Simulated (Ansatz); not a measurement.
The relaxed structure here is a generated cell of Y3Ge: the first start was made by placing the elements on the sites of a structure type, and the end was not matched to a known phase here, so it may be hypothetical.

The start is a generated trial cell of Y3Ge in the AFLOW prototype AB3_hP8_182_c_g (as in Fe3C). The structure is fully relaxed (lattice and positions, P = 0) with r2SCAN (plane waves to 500 eV, PAW, scalar-relativistic; Ansatz, a first-principles code). The first steps use a coarse 4×4×4 k-mesh.

Initial structure:
```
CELL_PARAMETERS angstrom
      7.22350     0.00000     0.00000
     -3.61175     6.25573     0.00000
      0.00000     0.00000     6.26254
ATOMIC_POSITIONS crystal
  Y  0.32491 0.00000 0.00000
  Y  0.32491 0.32491 0.50000
  Y  0.00000 0.32491 0.00000
  Y  0.67509 0.00000 0.50000
  Y  0.67509 0.67509 0.00000
  Y  0.00000 0.67509 0.50000
  Ge 0.33333 0.66667 0.25000
  Ge 0.66667 0.33333 0.75000
```

How large is the pressure on the unrelaxed cell, and of which sign?

-4 GPa (negative: the cell is under tension).

Which atoms feel the largest initial force, and how large is it?

About 0.2 eV/Å, on Y1, Y2, Y3, Y4, Y5, Y6 (atoms numbered as listed).

By how much does the energy per atom fall from start to end?

0.07 eV/atom.

How does the volume per atom move from start to end?

-9.9 %, from 35.37 to 31.87 Å³/atom.

How do the shortest distances between atoms change?

The closest pairs of elements (up to four, under 3.6 Å), start → end: Ge–Y 2.90 → 2.83 Å.

What band gap does the relaxed structure have at this level?

No gap (metallic).

What does it relax into? Give the structure.


```cif
data_Ge2Y6
_chemical_formula_sum 'Y6 Ge2'
_space_group_name_H-M_alt 'P6322'
_space_group_IT_number 182
_space_group_name_Hall 'P 6c 2c'
_cell_length_a 6.80932
_cell_length_b 6.80932
_cell_length_c 6.34927
_cell_angle_alpha 90.000
_cell_angle_beta 90.000
_cell_angle_gamma 120.000
loop_
_atom_site_label
_atom_site_type_symbol
_atom_site_symmetry_multiplicity
_atom_site_Wyckoff_symbol
_atom_site_fract_x
_atom_site_fract_y
_atom_site_fract_z
_atom_site_occupancy
Y1 Y 6 g 0.00000 0.31369 0.00000 1
Ge1 Ge 2 c 0.33333 0.66667 0.25000 1
```

The space group stays P6₃22 (No. 182) (the run could not lower it); the end is AFLOW prototype AB3_hP8_182_c_g (as in Fe3C), with 8 atoms in the primitive cell. Final values are on a 8×8×8 k-mesh of the relaxed cell. No spin polarisation in the result.

The run could not lose the symmetry of its start: the end is stationary, and may be a saddle point rather than a minimum.
